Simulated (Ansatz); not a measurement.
BP:
```xyz
2
Lattice="2.7142 0.0000 0.0000 0.0000 2.7142 0.0000 0.0000 0.0000 2.7142" Properties=species:S:1:pos:R:3 pbc="T T T"
B      0.0000     0.0000     0.0000
P      1.3571     1.3571     1.3571
```

Relaxed with PBE.

Q: List the phonon frequencies at the special points (DFPT on a 5×5×5 q-mesh, Fourier-interpolated; PBE in the plane-wave PAW code Ansatz).

A: In cm⁻¹; no LO–TO term at Γ, as the run had none.

```tsv
q	frequencies
Γ	242i 242i 242i 0 0 0
X	266i 266i 222i 222i 213i 121
M	488i 303i 240i 240i 161 161
R	214 214 214 324 324 324
```

Space group Pm-3m (CsCl type). The cell is a constructed one: a structure type filled with these elements; neither database checked (COD, Materials Project) lists it. It is not the phase usual at ambient conditions (space group No. 216). The PBE relaxation kept the symmetry of its start. At this level the phase is dynamically unstable (imaginary phonons). As this level gives no gap, phonon frequencies hold no LO–TO term and depend on the k-mesh and smearing (Fermi–Dirac, 0.1 eV here).

Potentials: the later of the program's two PAW sets.
